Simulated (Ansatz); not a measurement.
Lu (hcp (Mg type)) was relaxed and computed twice in Ansatz (plane waves, PAW), once with LDA and once with PBE+D3(BJ).

```csv
,run 1,run 2
cell,"a = 3.4560 Å, b = 3.4560 Å, c = 5.3779 Å, α = 90.00°, β = 90.00°, γ = 120.00°","a = 3.382 Å, b = 3.382 Å, c = 5.239 Å, α = 90.00°, β = 90.00°, γ = 120.00°"
```

**Question.** Which run used which functional?

**Answer.** Run 1 is PBE+D3(BJ), run 2 is LDA.

All cells were relaxed under the symmetry of their starts (and spin orders); stability against distortions was not tested throughout. Scalar-relativistic: spin–orbit coupling is off unless named, which matters more the heavier the elements.

Potentials: the earlier of the program's two PAW sets. The files were generated under PBE; for other functionals the program regenerates the frozen cores, and for LDA and PBEsol the local potential too.

Ansatz (a program for electronic structure) is a plane-wave DFT program.
